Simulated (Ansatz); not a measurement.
CuPd, first-principles data

CuPd (CsCl type, Pm-3m), a = 2.9797 Å, b = 2.9797 Å, c = 2.9797 Å, α = 90.00°, β = 90.00°, γ = 90.00°.

Space group Pm-3m (No. 221), CsCl type; conventional cell a = 2.980 Å, b = 2.980 Å, c = 2.980 Å, α = 90.00°, β = 90.00°, γ = 90.00°.

Method: DFT-r²SCAN in the program Ansatz with PAW potentials. Structure relaxed to zero pressure with the same functional. Other levels are named where they apply.

**Cell and energy**

```json
{
 "volume_per_atom": "13.23 Å³",
 "density": "10.67 g/cm³",
 "Formation energy from the elements (no fitted shifts)": "-0.13 eV/atom"
}
```

**Electronic structure**

```json
{
  "electronic_character": "metallic (no gap)",
  "Density of states at the Fermi level": "0.49 states/eV per atom (mean over ±0.08 eV)",
  "Gap with spin–orbit coupling": "none (metallic)"
}
```

**Mechanics**

```json
{
  "Bulk modulus (Birch–Murnaghan fit)": "1730 kbar",
  "Pressure derivative B′": "5.3"
}
```

**Charges**

```json
{
 "bader_charges": "Cu +0.26, Pd -0.26 e"
}
```

The workflow started from an entry of the Crystallography Open Database (COD). Whether it is the stable phase at ambient conditions was not checked. The r²SCAN relaxation kept the symmetry of its start; whether a distortion lowers the energy is not shown. The run is not spin-polarised. The references are the lowest solids computed at this level, not always the standard phases. Spin–orbit coupling is left out wherever it is not named.

Potentials: the later of the program's two PAW sets.
